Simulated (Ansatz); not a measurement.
**Lattice vibrations of SnO at Γ at 5 GPa**

The calculation used DFT PBE+D3(BJ), scalar-relativistic, plane waves, PAW (Ansatz 0.2.0). Plane waves to 420 eV; Γ-centred k mesh 12×12×10; Fermi-Dirac smearing of 0.15 eV. No spin polarisation. Phonons by linear response, acoustic sum rule imposed.

The cell, relaxed at 5 GPa:
```
Sn O
1.0
     3.76415    0.00000    0.00000
     0.00000    3.76415    0.00000
     0.00000    0.00000    4.44564
Sn O
2 2
Direct
  0.00000 0.50000 0.26204
  0.50000 0.00000 0.73796
  0.00000 0.00000 0.00000
  0.50000 0.50000 0.00000
```

In a metal, frequencies and elastic constants depend on the k mesh and the smearing, soft modes and shear constants most. Spin–orbit coupling is left out, which matters for heavy elements. A semilocal functional can close a gap that the real compound has.

Task: Is this structure stable against zone-centre distortions?

Result: Yes, at Γ: no optical mode is imaginary. Strains and other wave vectors aren't tested by this run.

Task: List the optical modes at Γ (i marks imaginary ones).

Result:
| frequency (THz) | degeneracy |
| --- | --- |
| 3.69 | 2 |
| 6.45 | 1 |
| 8.54 | 2 |
| 10.78 | 1 |
| 10.84 | 1 |
| 14.69 | 2 |

Cost: 1 run of about 3.9 core-minutes, on Arm Neoverse V1 (shared hosts).